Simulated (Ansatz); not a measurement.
The relaxed structure here is a generated cell of V3Si: the first start was made by placing the elements on the sites of a structure type, and the end was not matched to a known phase here, so it may be hypothetical. Known forms of V3Si include space group No. 223.

One stationary structure of V3Si. Space group P4/mmm (No. 123), AFLOW prototype AB3_tP4_123_a_ce (L6_0, as in Ti3Cu). Computed with PBE (plane waves to 420 eV, PAW, scalar-relativistic; Ansatz, a quantum-chemistry and plane-wave program).

```xyz
4
Lattice="3.9916 0.0000 0.0000 0.0000 3.9916 0.0000 0.0000 0.0000 3.2755" Properties=species:S:1:pos:R:3 pbc="T T T"
Si     0.0000     0.0000     0.0000
V      1.9958     1.9958     0.0000
V      0.0000     1.9958     1.6378
V      1.9958     0.0000     1.6378
```

| Property | Value |
|---|---|
| Volume per atom | 13.05 Å³ |
| Band gap | zero (metallic) |
| Magnetic moment | zero (the starting moments vanished) |
| Shortest distances | Si–V 2.58 Å; V–V 2.58 Å; Si–Si 3.28 Å |
| k-mesh | 12×12×14 |

No spin polarisation in the result: the starting moments vanished. The relaxed primitive cell holds an odd number of electrons. A magnetic state may lie lower.

The run could not lose the symmetry of its start; a randomly shaken copy of 8 atoms returns to this structure.

All atoms sit on sites fixed by symmetry, so only the cell could relax.
